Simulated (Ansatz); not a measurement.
This run works on a generated trial structure, not on a known crystal.

Input and command of a plane-wave DFT calculation in Ansatz:

```yaml
crystal:
  lattice:
    - [2.6548894431, 0.0, 0.0]
    - [0.0, 3.5763012524, 0.0]
    - [0.0, 0.0, 7.8354949092]
  atoms:
    - { symbol: Al, position: [0.5, 0.5, 0.5] }
    - { symbol: Cu, position: [0.5, 0.5, 0.8363362798] }
    - { symbol: Cu, position: [0.0, 0.0, 0.6704430126] }
    - { symbol: Cu, position: [0.0, 0.0, 0.3295569874] }
    - { symbol: Cu, position: [0.5, 0.5, 0.1636637202] }
    - { symbol: Cu, position: [0.0, 0.0, 0.0] }
basis:
  ecutwfc: 420
kpoints:
  mp_grid: { grid: [16, 12, 6] }
hamiltonian:
  xc: pbe
scf:
  occupations: { method: fermi_dirac, width: 0.15 }
output:
  forces: true
  stress: true
  eigenvalues: true
relax:
  adjacent_minimum: "off"
  f_tol: 0.001
  max_steps: 60
  cell: { stress_tol: 0.01 }
```

```bash
ansatz run input.yaml --threads 4 --pin off --max-ram 8192MiB --backend cpu --events-out ev --progress --plain --runs-dir out
```

Processor: Intel(R) Xeon(R) Platinum 8259CL CPU @ 2.50GHz (Skylake/Cascade Lake), 4 threads, on a host shared with other jobs.

Task: How long does it run, and how much memory does it take?

Result: About 2.9 min, peak memory 1.1 GiB. It solves 60 bands at 252 k points (after reduction by symmetry) with about 1453 plane waves (on the last cell), in 51 SCF iterations over 7 ionic steps.
